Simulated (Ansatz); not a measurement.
BP (rock salt, space group No. 225) under volume change, plane-wave PAW r²SCAN (Ansatz code), scaled uniformly.

```csv
V (Å³/atom),E − E(relaxed) (meV/atom),P (GPa)
9.159,49.3,18.72
9.461,20.8,11.62
9.763,[?],[?]
10.065,0.0,0.01
10.366,4.3,-4.44
10.668,[?],[?]
10.970,35.2,-11.69
```

Task: Some entries are withheld; supply them.

Result: 
- 10.668, E − E(relaxed) (meV/atom): 16.3
- 10.668, P (GPa): -8.26
- 9.763, E − E(relaxed) (meV/atom): 4.9
- 9.763, P (GPa): 5.39

Task: What does a third-order Birch–Murnaghan fit give for V₀, B₀ and B′?

Result: V₀ = 10.07 Å³/atom, B₀ = 162 GPa, B′ = 4.1.

Space group Fm-3m (rock salt). The start of the workflow was typed in or built on a structure type; neither database checked (COD, Materials Project) lists it. It is not the phase usual at ambient conditions (space group No. 216). Symmetry was held in the r²SCAN relaxation; its stability against distortions is not shown here. Its formation energy is positive at this level, so the cell may be metastable or incomplete.

Potentials: the later of the program's two PAW sets.
